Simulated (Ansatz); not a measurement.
**EuSb in the antiNiAs structure**

Computed with Ansatz (plane waves, PAW, 420 eV cutoff): PBE, scalar-relativistic, collinear spin, 8×8×6 k-mesh, Gaussian smearing of 0.05 eV. The datasets are Ansatz's generated set soft_2.

```cif
data_structure
_symmetry_space_group_name_H-M 'P 1'
_symmetry_Int_Tables_number 1
_cell_length_a 4.9084
_cell_length_b 4.9084
_cell_length_c 6.6225
_cell_angle_alpha 90.000
_cell_angle_beta 90.000
_cell_angle_gamma 120.000
_cell_volume 138.18
loop_
_atom_site_label
_atom_site_type_symbol
_atom_site_fract_x
_atom_site_fract_y
_atom_site_fract_z
_atom_site_occupancy
Eu1 Eu 0.33333 0.66667 0.25000 1
Eu2 Eu 0.66667 0.33333 0.75000 1
Sb1 Sb 0.00000 0.00000 0.00000 1
Sb2 Sb 0.00000 0.00000 0.50000 1
```

The structure was built from a prototype; whether the compound forms in it isn't claimed.

Magnetic state: ferromagnetic, site spin moments Eu 6.75; Sb -0.06 μB.

The cell above was scaled in volume, and shape and atoms were relaxed at each volume within its symmetry. Energies are counted from the cell above.

```tsv
V (Å³/atom)	ΔE (meV/atom)	P from the stress (GPa)
32.644	13.18	2.33
33.162	6.79	1.63
33.853	1.64	0.77
34.544	0.00	-0.01
35.235	1.59	-0.72
35.926	6.09	-1.36
36.962	17.66	-2.20
37.998	34.34	-2.93
```

Task: Do the energies and the pressures agree? Compare −ΔE/ΔV between neighbouring points (1 meV/Å³ = 0.1602 GPa) with the mean of their pressures.

Result: 
```tsv
interval (Å³/atom)	−ΔE/ΔV (GPa)	mean P (GPa)
32.64 to 33.16	2.0	2.0
33.16 to 33.85	1.2	1.2
33.85 to 34.54	0.4	0.4
34.54 to 35.23	-0.4	-0.4
35.23 to 35.93	-1.0	-1.0
35.93 to 36.96	-1.8	-1.8
36.96 to 38.00	-2.6	-2.6
```
They differ by 0.01 GPa at most.

Task: What do the two routes give for V0, B0 and B0′?

Result: A third-order Birch–Murnaghan fit of the energies: V0 = 34.54 Å³/atom, B0 = 37 GPa, B0′ = 3.9. A polynomial of P in ln V, with B = −dP/d ln V at P = 0: V0 = 34.54 Å³/atom, B0 = 37 GPa, B0′ = 3.8.

B0·V0 = 37.1 GPa × 34.54 Å³ = 8.00 eV/atom sets the scale: near the minimum ΔE ≈ ½ B0 V0 x², with x = V/V0 − 1, and a pressure of 0.4 GPa squeezes the volume by about 1 %. At the ends of the curve: x = −5.5 % predicts 12.0 meV/atom and the run gives 13.2; x = +10.0 % predicts 40.2 meV/atom and the run gives 34.3. Compression costs more and expansion less than the parabola says, since the crystal stiffens as it shrinks; B0′ measures that.

Without a U the 4f levels of Eu lie too near the Fermi level, so their share of the states there, and what hangs on it, is overstated. Spin–orbit coupling, which matters for such heavy elements, is left out. Site moments are of spin, integrated over atomic spheres. The moments were started parallel, and the real magnetic order may be another. The run is a metal.
